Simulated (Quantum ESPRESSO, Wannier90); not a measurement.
**CsSnI3 (cubic perovskite): Wannier90 run**

```
CELL_PARAMETERS angstrom
      6.28623     0.00000     0.00000
      0.00000     6.28623     0.00000
      0.00000     0.00000     6.28623
ATOMIC_POSITIONS crystal
  Cs 0.50000 0.50000 0.50000
  Sn 0.00000 0.00000 0.00000
  I  0.50000 0.00000 0.00000
  I  0.00000 0.50000 0.00000
  I  0.00000 0.00000 0.50000
```

Cell from Materials Project (mp-614013), symmetrised, no further relaxation. COD (Crystallography Open Database) records the formula in this space group. Ideal cubic forms of this type are often high-temperature phases that distort on cooling; symmetry holds the cell here, and its stability was not tested. Computed values, not measurements, from LDA: Quantum ESPRESSO (norm-conserving PseudoDojo potentials, cutoff 58 Ry, no spin polarisation, no spin-orbit coupling) on a Γ-centred 6×6×6 mesh, then Wannier90. Density: 6×6×6 mesh, Gaussian smearing 0.01 Ry. Spin-orbit coupling is left out although heavy elements are present.

The lattice is scaled uniformly with fixed fractional positions, and at each scale an atom-like model (Cs s, Sn sp, I sp; disentangled, num_iter = 0) is made. Listed is the largest hopping of each kind of orbital pair shown, with the distance of the two functions' centres at scale 1; the mesh was not varied.

```tsv
scale	gap (eV)	modulus of t, I4 py–Sn2 py at 3.14 Å (eV)	modulus of t, I3 px–Sn2 s at 3.14 Å (eV)	modulus of t, I3 s–Sn2 s at 3.14 Å (eV)
0.980	0.203	1.959	1.218	0.567
0.990	0.334	1.892	1.167	0.537
1.000	0.457	1.827	1.118	0.508
1.010	0.571	1.764	1.072	0.481
1.020	0.676	1.704	1.027	0.455
```

Question: With |t| ∝ d^(−η), find η for each hopping from the ends of the series, and the volume deformation potential of the gap at scale 1.

Answer: 
- I4 py–Sn2 py at 3.14 Å: η = −ln(1.704/1.959)/ln(1.020/0.980) = 3.5
- I3 px–Sn2 s at 3.14 Å: η = −ln(1.027/1.218)/ln(1.020/0.980) = 4.3
- I3 s–Sn2 s at 3.14 Å: η = −ln(0.455/0.567)/ln(1.020/0.980) = 5.5
Harrison's rules would take η = 2.0, 2.0, 2.0 for these pairs; they describe atomic orbitals, while these are orthogonalised and change shape with the volume.
Volume deformation potential of the gap: dE_g/d ln V = (0.571 − 0.334)/(3 ln(1.010/0.990)) = 3.9 eV.
